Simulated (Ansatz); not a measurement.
BeF$_{2}$:
```
BeF2
1.0
    4.75655     0.00000     0.00000
   -2.37828     4.11930     0.00000
    0.00000     0.00000     5.20601
Be F
3 6
Cartesian
  2.23475   0.00000   1.73534
 -1.11737   1.93535   3.47067
  1.26090   2.18395   0.00000
  1.33737   1.10360   1.11553
  3.13213   0.60640   2.85086
  2.66533   2.40930   4.58620
  0.28706   1.71000   4.09048
 -1.04091   3.01570   2.35515
  0.75385   3.51290   0.61981
```

Relaxed with PBEsol. PBEsol (plane waves, PAW; program Ansatz) gives a gap of 8.38 eV.

What gap does HSE06 give on the same cell (Ansatz, PAW)?

10.72 eV, 2.34 eV more. The hybrid was solved on a coarser mesh and at special points; its gap is the smallest among all of these.

```tsv
k	v1 PBEsol	c1 PBEsol	v1 HSE06	c1 HSE06
Γ	-0.16	8.38	-0.16	10.72
A	-0.08	10.13	(withheld)	(withheld)
K	0.00	11.49	(withheld)	(withheld)
H	-0.31	12.36	-0.31	14.80
M	-0.02	10.83	(withheld)	(withheld)
L	-0.07	11.97	(withheld)	(withheld)
```

Top valence (v1) and lowest conduction level (c1) in eV from each method's valence maximum (which need not be a listed point): supply the withheld HSE06 values.


- M, v1 HSE06: -0.03
- M, c1 HSE06: 13.28
- A, v1 HSE06: -0.08
- A, c1 HSE06: 12.52
- K, v1 HSE06: 0.00
- K, c1 HSE06: 13.96
- L, v1 HSE06: -0.07
- L, c1 HSE06: 14.42

Cost on shared cores: the PBEsol run (SCF on a 7×7×6 mesh, then bands and DOS) about 110 core-seconds (a rough figure), the HSE06 run (SCF on 4×4×3, then a few points) roughly 2.5 core-minutes; the tasks are unlike.

Space group P3_121. The first step of the workflow began from a Materials Project structure, measured or hypothetical; the Crystallography Open Database files this formula in space group No. 152, but the cells were not matched. Whether it is the stable phase at ambient conditions was not checked. Symmetry was held in the PBEsol relaxation; its stability against distortions is not shown here.

Potentials: the earlier of the program's two PAW sets.
